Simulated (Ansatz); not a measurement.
**SiC (wurtzite), frozen-phonon scan**

Starting cell, SiC (wurtzite):

```
SiC
1.0
    6.18391     0.00000     0.00000
   -1.54598     2.67771     0.00000
    0.00000     0.00000     5.07427
Si C
4 4
Direct
  0.33333   0.33333   0.00052
  0.83333   0.33333   0.00052
  0.16667   0.66667   0.50052
  0.66667   0.66667   0.50052
  0.33333   0.33333   0.62468
  0.83333   0.33333   0.62468
  0.16667   0.66667   0.12468
  0.66667   0.66667   0.12468
```

A phonon eigenvector at M = (0.5, 0.0, 0.0) is frozen into this cell: atom i moves by Q times the vector below, so Q is the largest atomic displacement, in Å. The cell is held. (q is in reciprocal vectors of the primitive cell; the cell shown is doubled to hold the pattern.)

```
atom       x       y       z
----  ------  ------  ------
Si1    0.171   0.099   0.059
Si2   -0.171  -0.099  -0.059
Si3    0.171   0.099  -0.059
Si4   -0.171  -0.099   0.059
C5    -0.291  -0.168  -0.942
C6     0.291   0.168   0.942
C7    -0.291  -0.168   0.942
C8     0.291   0.168  -0.942
```

Calculation: PBE (plane waves to 420 eV, PAW, scalar-relativistic; Ansatz, a program for electronic structure). k mesh 6×12×7 (Γ-centred), Fermi-Dirac smearing 0.05 eV. Energies are smeared free energies. Stress and pressure are positive under compression. SiC was relaxed with its symmetry unable to fall. ΔE is measured from the undisplaced structure.

| Q (Å) | ΔE (meV/cell) | P (GPa) | −dE/dQ from forces (eV/Å) |
|---|---|---|---|
| -0.180 | 1860 | 6.5 | 20.943 |
| -0.150 | 1286 | 4.5 | 17.313 |
| -0.120 | 821 | 2.9 | 13.759 |
| -0.090 | 460 | 1.6 | 10.265 |
| -0.060 | 204 | 0.7 | 6.817 |
| -0.030 | 51 | 0.2 | 3.401 |
| 0.000 | 0 | 0.0 | 0.000 |
| 0.030 | 51 | 0.2 | -3.401 |
| 0.060 | 204 | 0.7 | -6.817 |
| 0.090 | 460 | 1.6 | -10.265 |
| 0.120 | 821 | 2.9 | -13.759 |
| 0.150 | 1286 | 4.5 | -17.313 |
| 0.180 | 1860 | 6.5 | -20.943 |

What the scan shows:

```
Quantity                                                                                                             Result
-----------------------------------------------------------  --------------------------------------------------------------
Energy at Q = 0.180 Å                                                                                         1860 meV/cell
Space group of the distorted cell                                                      Pmc2_1 (No. 26), lowered from P6_3mc
Symmetry of the curve                                                                         even: the same for both signs
Shape of the curve                                           a single well with its minimum at or next to zero displacement
Harmonic wavenumber from the curvature (finite differences)                                                        764 cm⁻¹
Wavenumber by perturbation theory (DFPT, on another k mesh)                                                        764 cm⁻¹
```

(A displaced cell: forces are minus the slopes of the energy, force constants its curvatures, and phonons follow from these.)
